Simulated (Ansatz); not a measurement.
# Calculated 209Bi NMR of the central transition for Bi2Se3

Cell: an entry of the Crystallography Open Database (COD), atoms as given.

```
Bi Se
1.0
     2.07150    1.19598    9.54533
    -2.07150    1.19598    9.54533
     0.00000   -2.39196    9.54533
Bi Se
2 3
Direct
  0.40080 0.40080 0.40080
  0.59920 0.59920 0.59920
  0.00000 0.00000 0.00000
  0.21170 0.21170 0.21170
  0.78830 0.78830 0.78830
```

Atom numbers follow the list; atoms alike are taken as one site, whose name carries the number of the first.

The numbers come from a DFT calculation in Ansatz (PBE, plane waves and PAW, scalar-relativistic, 420 eV cutoff, Γ-centred 9×9×9 k-points, Fermi–Dirac smearing 0.02 eV).

209Bi has I = 9/2 and Q = -516.0 mb (Pyykkö 2018); at 16.4 T its Larmor frequency is ν₀ = 114.2 MHz (from the bare nuclear moment; shielding lowers the observed one by a per cent or two). Only the quadrupole interaction is simulated: positions count from each site's isotropic chemical shift, and J coupling is left out, as are shift anisotropy and dipolar coupling, which fast spinning averages.

(1) Simulate the second-order pattern (fast magic-angle spinning, Gaussian broadening 0.05 kHz) of site Bi (6 Se at 2.85–3.07 Å).

Answers

(1) The calculation gives C_Q = -9.54 MHz and η = 0.00, so ν_Q = 0.397 MHz and the centre of gravity lies at -9.69 ppm (-1.11 kHz).

```csv
offset (kHz),height
-2.863,0
-2.750,4
-2.637,6
-2.524,6
-2.411,7
-2.298,7
-2.185,7
-2.072,7
-1.959,8
-1.846,8
-1.734,86
-1.621,74
-1.508,54
-1.395,48
-1.282,45
-1.169,44
-1.056,44
-0.943,46
-0.830,49
-0.717,55
-0.604,66
-0.491,100
-0.378,93
-0.265,0
```

An axis of threefold or higher order runs through Bi, so V_zz lies along it and η is zero.

Spin–orbit coupling is left out, which shifts gradients on Bi by a few per cent in wide-gap crystals, and can shift them far more where the calculated gap is small or absent, as here. Newer work puts Q(²⁰⁹Bi) near −420 mb, which would lower these couplings by about a fifth. With a gap of 0.2 eV on this mesh, small gradients can still move by 0.1 × 10²¹ V/m² or more as the k-mesh gets denser.

Hardware: 4 threads of Intel Xeon Platinum 8259CL CPU @ 2.50GHz (Skylake/Cascade Lake) (x86_64; 32 cores open to the job, memory cap 10.0 GiB, no GPU), a shared host with a load of 0.4 a core. Wall time 10 s, CPU time 37 s, peak memory 0.89 GiB.
